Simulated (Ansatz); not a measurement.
SrVO3 (cubic perovskite, space group No. 221) at seven volumes, PBE (plane waves, PAW; program Ansatz), scaled uniformly. One row is withheld.

```tsv
V (Å³/atom)	P (GPa)
10.448	21.06
10.792	?
11.137	5.90
11.481	-0.01
11.826	-5.03
12.170	-9.30
12.514	-12.91
```

Task: Fit the shown pressures and predict the withheld one.

Result: P = (3/2)B₀(x^(7/2) − x^(5/2))[1 + (3/4)(B′ − 4)(x − 1)] with x = (V₀/V)^(2/3). Least squares on the six rows gives V₀ = 11.481 Å³/atom, B₀ = 181 GPa, B′ = 4.43. At V = 10.792, x = 1.0421 and P = 12.85 GPa. The run itself gave 12.85 GPa.

Space group Pm-3m (cubic perovskite). The PBE relaxation kept the symmetry of its start; of distortions, only those at the zone centre were tested. The workflow began spin-polarised and lost its moments. No Hubbard U is applied.

Potentials: the later of the program's two PAW sets.
